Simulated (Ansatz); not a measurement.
**Ir (diamond): energy against volume**

Level of theory: DFT, r2SCAN, plane waves (500 eV) with PAW, scalar-relativistic (Ansatz). The PAW files were generated under PBE, with cores re-solved for the functional.

The cell is scaled uniformly from the relaxed one, with fractional coordinates and shape fixed. Energies are extrapolated to zero smearing, pressures are those at the given smearing. Magnetic state: non-magnetic.

A Birch-Murnaghan fit gives V₀ = 21.08 Å³/atom, B₀ = 204 GPa, B₀′ = 4.9.

(1) What are the energy above the minimum and the pressure at 18.564 Å³/atom?

(2) What are the energy above the minimum and the pressure at 20.251 Å³/atom?

(3) What are the energy above the minimum and the pressure at 23.626 Å³/atom?

Answers

(1) 244.9 meV/atom and 35.31 GPa as computed.

(2) 22.2 meV/atom and 9.05 GPa as computed.

(3) 156.4 meV/atom and -17.44 GPa as computed.
